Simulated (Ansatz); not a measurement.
Relaxed-ion elastic tensor of NaCl (rock salt, space group No. 225) in GPa (Voigt order), plane-wave PAW PBEsol (Ansatz code); density 2.21 g/cm³, 21.98 Å³ per atom.

```
54.8  11.4  11.4   0.0   0.0   0.0
11.4  54.8  11.4   0.0   0.0   0.0
11.4  11.4  54.8   0.0   0.0   0.0
 0.0   0.0   0.0  12.1   0.0   0.0
 0.0   0.0   0.0   0.0  12.1   0.0
 0.0   0.0   0.0   0.0   0.0  12.1
```

Question: Is the crystal mechanically stable?

Answer: Yes: the smallest eigenvalue of C is 12.1 GPa.

Question: Work out the Voigt, Reuss and Hill averages.

Answer: K_V = 25.9, K_R = 25.9, K_H = 25.9; G_V = 15.9, G_R = 14.7, G_H = 15.3 GPa.

Question: Give Young's modulus, Poisson's ratio, Pugh's ratio and the universal anisotropy index.

Answer: E = 9KG/(3K + G) = 38.3 GPa; ν = 0.25; K/G = 1.69 (near the Pugh limit of 1.75, no verdict); A_U = 5G_V/G_R + K_V/K_R − 6 = 0.43.

Question: Estimate the sound speeds and the Debye temperature.

Answer: v_l = √((K + 4G/3)/ρ) = 4580 m/s, v_t = √(G/ρ) = 2630 m/s, mean 2920 m/s; Θ = (h/k)(3n/4πV)^(1/3) v_m = 311 K.

Question: Give the Zener ratio and Young's modulus along [100], [110] and [111].

Answer: A = 2C44/(C11 − C12) = 0.56; 1/E = S11 − 2(S11 − S12 − S44/2)Γ with Γ = 0, 1/4, 1/3 gives 50.8, 34.6, 31.3 GPa.

Question: Solve the Christoffel equation for the three sound speeds along [100], [110], [111].

Answer: Eigenvalues of C_ijkl n_j n_l equal ρv². In km/s, slowest first: [100] 2.34, 2.34, 4.98; [110] 2.34, 3.13, 4.52; [111] 2.89, 2.89, 4.36.

Space group Fm-3m (rock salt). The cell was relaxed with PBEsol under the symmetry of its start; phonons on a q-mesh show no instability.

Potentials: the later of the program's two PAW sets.
